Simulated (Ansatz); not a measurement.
## Ag: generalised stacking fault

Computed with DFT r2SCAN, scalar-relativistic, plane waves, PAW in Ansatz. The runs took a 500 eV cutoff, a Γ-centred 17×17×5 mesh and Gaussian smearing (0.15 eV). No spin polarisation. Energies are free energies at this smearing, counted from the undisturbed cell; pressure is positive in compression.

Zero of the scan (as given, not relaxed at this level; it stands at -3.7 GPa; this bcc form isn't the usual structure):

```yaml
crystal:
  lattice:
    - [-1.65565, 1.65565, -1.65565]
    - [-1.65565, -1.65565, 1.65565]
    - [0.00000, 6.62262, 6.62262]
  atoms:
    - { symbol: Ag, position: [0.00000, 0.00000, 0.87500] }
    - { symbol: Ag, position: [0.50000, 0.50000, 0.12500] }
    - { symbol: Ag, position: [0.00000, 0.00000, 0.37500] }
    - { symbol: Ag, position: [0.50000, 0.50000, 0.62500] }
```

The cut lies on the cell's a–b face, a (0 1 1) plane (indices in the standard cell, whose axes needn't be the Cartesian ones shown) of area 7.75 Å², between layers 2.34 Å apart. Vector c is tilted by f times 1·a + 0·b (length 2.868 Å) with the atoms' Cartesian places fixed: one unrelaxed fault a cell. The cell is metallic on the mesh throughout.

f, γ (mJ/m²) and a bar:
```
   0.0000          0
   0.1000         22 ###
   0.2000         79 ###########
   0.3000        147 ####################
   0.4000        199 ###########################
   0.5000        217 ##############################
```

By symmetry 0.6000 repeats 0.4000, 0.8000 repeats 0.2000, 0.7000 repeats 0.3000, 0.9000 repeats 0.1000 in energy, with the opposite slope along the path.

Cost: 6 runs of about 19 core-minutes in all, on Intel Xeon Platinum 8375C (Ice Lake) (shared hosts).